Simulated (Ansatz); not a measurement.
C₂CuS₂ in space group P6/mmm (No. 191; C on 6l, S on 6l, Cu on 3f), r²SCAN+D4 (plane waves, PAW; program Ansatz), all energies at zero smearing, with the estimated change up to a 700 eV cutoff added, with one set of potentials and settings (totals compare only within such a set). Cell of 15 atoms (6 C, 6 S, 3 Cu): -26839.481 eV.

| element | reference phase | E (eV/atom) |
|---|---|---|
| C | P6_3/mmc, 4 atoms in the cell | -251.7456 |
| S | P2/c, 32 atoms in the cell | -905.9104 |
| Cu | Fm-3m, 1 atoms in the cell | -6631.4395 |

Formation energy per atom, worked out: (-26839.481 − 6×(-251.7456) − 6×(-905.9104) − 3×(-6631.4395))/15 = 0.052 eV/atom (5 kJ per mol of atoms), at 0 K, without zero-point energy or fitted corrections.

The cell is a constructed one: a structure type filled with these elements; neither database checked (COD, Materials Project) lists it. Whether it is the stable phase at ambient conditions was not checked. Symmetry was held in the r²SCAN+D4 relaxation. At this level the phase is mechanically unstable. No spin polarisation was allowed. The references are the lowest solids computed at this level, not always the standard phases.

Potentials: the later of the program's two PAW sets.
